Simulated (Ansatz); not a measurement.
Molecular dynamics on a 1×1×1 supercell (2 atoms) of LaBi (zincblende), relaxed with r2SCAN. Forces come from r2SCAN in Ansatz 0.2.0: Langevin thermostat and barostat (NPT), 600 K, steps of 1 fs. Computed, non-magnetic; the trajectory is short and the cell small, so nothing here is a converged average. The structure comes from a prototype and may be hypothetical.

```yaml
crystal:
  lattice:
    - [0.0, 3.6940207657, 3.6940207657]
    - [3.6940207657, 0.0, 3.6940207657]
    - [3.6940207657, 3.6940207657, 0.0]
  atoms:
    - { symbol: La, position: [0.0, 0.0, 0.0] }
    - { symbol: Bi, position: [0.25, 0.25, 0.25] }
kpoints:
  mp_grid: { grid: [4, 4, 4] }
hamiltonian:
  xc: r2scan
scf:
  occupations: { method: fermi_dirac, width: 0.052 }
md:
  ensemble: npt_langevin
  temperature: 600
  timestep: 1.0
  n_steps: 40
  initial_velocities: maxwell_boltzmann
  seed: 1278
```

Command: `ansatz run input.yaml --threads 4 --pin off --max-ram 3686MiB --backend cpu --events-out ev --progress --plain --runs-dir out`. It took 6.6 min on 4 threads of Intel(R) Xeon(R) Processor @ 2.50GHz (Skylake/Cascade Lake) (shared host); peak host memory 0.74 GiB.

Q: How do temperature and energy develop?

A: The temperature goes from 300 K to 673 K in 40 fs. The first value is 1/2 of the setting, since velocities are drawn without the motion of the centre of mass and T is counted over all atoms.
```tsv
step	t (fs)	T (K)	free energy F from step 0 (meV/atom)	kinetic energy (meV/atom)	pressure (GPa)	volume (Å³/atom)	largest force (eV/Å)
0	0	300	0.0	38.8	0.07	50.41	0.00
1	1	363	0.0	46.9	0.08	50.42	0.02
2	2	541	0.1	69.9	0.12	50.44	0.04
3	3	465	0.2	60.0	0.09	50.46	0.06
4	4	449	0.4	58.0	0.06	50.49	0.08
5	5	440	0.6	56.9	0.06	50.50	0.10
6	6	425	0.9	54.9	0.06	50.49	0.11
7	7	566	1.2	73.1	0.10	50.50	0.13
8	8	602	1.6	77.8	0.09	50.54	0.15
9	9	582	2.0	75.2	0.04	50.61	0.17
10	10	647	2.6	83.7	0.02	50.67	0.19
11	11	719	3.2	92.9	0.01	50.73	0.21
12	12	736	3.9	95.2	-0.03	50.81	0.23
13	13	709	4.8	91.6	-0.08	50.90	0.25
14	14	767	5.6	99.1	-0.10	50.97	0.26
15	15	895	6.6	115.7	-0.09	51.02	0.28
16	16	702	7.6	90.7	-0.16	51.07	0.30
17	17	668	8.7	86.3	-0.21	51.14	0.32
18	18	544	9.7	70.3	-0.27	51.20	0.33
19	19	684	10.8	88.4	-0.26	51.26	0.35
20	20	760	12.1	98.2	-0.27	51.33	0.37
21	21	901	13.4	116.5	-0.26	51.39	0.38
22	22	933	14.8	120.6	-0.26	51.42	0.40
23	23	875	16.3	113.1	-0.30	51.48	0.42
24	24	795	17.9	102.8	-0.36	51.58	0.44
25	25	857	19.5	110.8	-0.39	51.68	0.46
26	26	903	21.2	116.8	-0.40	51.74	0.47
27	27	852	22.7	110.2	-0.41	51.76	0.49
28	28	669	24.2	86.5	-0.45	51.76	0.51
29	29	734	25.6	94.9	-0.42	51.76	0.53
30	30	891	27.1	115.2	-0.36	51.74	0.55
31	31	1047	28.8	135.4	-0.29	51.73	0.58
32	32	893	30.7	115.5	-0.32	51.73	0.60
33	33	880	32.6	113.8	-0.32	51.75	0.62
34	34	856	34.5	110.6	-0.33	51.78	0.64
35	35	876	36.3	113.2	-0.31	51.79	0.66
36	36	895	38.1	115.7	-0.26	51.74	0.69
37	37	880	39.9	113.7	-0.20	51.66	0.71
38	38	838	41.7	108.4	-0.14	51.57	0.74
39	39	767	43.6	99.2	-0.08	51.46	0.77
40	40	673	45.5	87.0	-0.01	51.34	0.80
```

Positions (Å) and forces (eV/Å) at step 40:
```
cell (Å): 0.000 3.717 3.717; 3.717 0.000 3.717; 3.717 3.717 0.000
La  -0.033   0.008  -0.104     0.475  -0.077   0.640
Bi   1.957   1.903   1.927    -0.475   0.077  -0.640
```
